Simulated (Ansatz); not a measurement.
Input and command of a plane-wave DFT calculation in Ansatz:

```yaml
crystal:
  lattice:
    - [0.0, 2.20914, 2.12732]
    - [2.20914, 0.0, 2.12732]
    - [2.20914, 2.20914, 0.0]
  atoms:
    - { symbol: Au, position: [0.0, 0.0, 0.0] }
basis:
  ecutwfc: 420
kpoints:
  mp_grid: { grid: [20, 20, 20] }
hamiltonian:
  xc: pbesol
scf:
  occupations: { method: gaussian, width: 0.15 }
output:
  forces: true
  stress: true
  eigenvalues: true
```

```bash
ansatz run input.yaml --threads 1 --pin off --max-ram 2560MiB --backend cpu --events-out ev --progress --plain --runs-dir out
```

Processor: Intel(R) Xeon(R) Processor @ 2.50GHz (Skylake/Cascade Lake), 1 thread, on a host shared with other jobs.

Problem. How long does it run, and how much memory does it take?

Solution. About 16 s on 1 thread of Intel(R) Xeon(R) Processor @ 2.50GHz (Skylake/Cascade Lake), with other jobs on the host, peak memory 0.46 GiB. It solves 14 bands at 641 k points (the mesh reduced by symmetry) with about 395 plane waves, in 6 SCF iterations.
